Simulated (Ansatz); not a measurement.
Relaxed candidate structures of Na(MoSe)₃:

A. R3, hexagonal axes (No. 146), hR7; a = b = 6.9965 Å, c = 9.1665 Å, α = β = 90.00°, γ = 120.00°; Mo 9b (0.657, 0.115, 0.227); Na 3a (0.000, 0.000, 0.170); Se 9b (0.081, 0.349, 0.333)

B. P6mm (No. 183), hP7; a = 6.0036 Å, b = 6.0036 Å, c = 4.7299 Å, α = 90.00°, β = 90.00°, γ = 120.00°; Mo 3c (0.500, 0.500, 0.689); Na 1a (0.000, 0.000, 0.138); Se 3c (0.500, 0.500, 0.189)

C. P6₃/m (No. 176), hP14; a = b = 8.7836 Å, c = 4.4805 Å, α = β = 90.00°, γ = 120.00°; Na 2c (0.333, 0.667, 0.250); Mo 6h (0.146, 0.191, 0.250); Se 6h (0.382, 0.090, 0.250)

D. P4mm (No. 99), tP7; a = b = 4.541 Å, c = 7.283 Å, α = β = γ = 90.00°; Mo 2c (0.000, 0.500, 0.702); Mo 1b (0.500, 0.500, 0.870); Na 1b (0.500, 0.500, 0.336); Se 2c (0.000, 0.500, 0.047); Se 1a (0.000, 0.000, 0.526)

**Question.** Put the candidates in order of energy per atom, lowest first, for r2SCAN (plane waves to 500 eV, PAW, scalar-relativistic; Ansatz, a program for electronic structure).

**Answer.** C (reference, the lowest among the structures calculated here), D (+0.69 eV/atom), A (+0.77 eV/atom), B (+1.35 eV/atom)

Each run could gain symmetry but not lose that of its start, so entries can be saddle points. From databases, or of a type measured for this composition: P6₃/m, hP14; the others are generated cells (placed on structure types, drawn at random, substituted or restacked) that were not matched to a known phase here. Static energies at zero pressure. The runs use different k-meshes, so differences are rounded accordingly. No spin polarisation in the result.
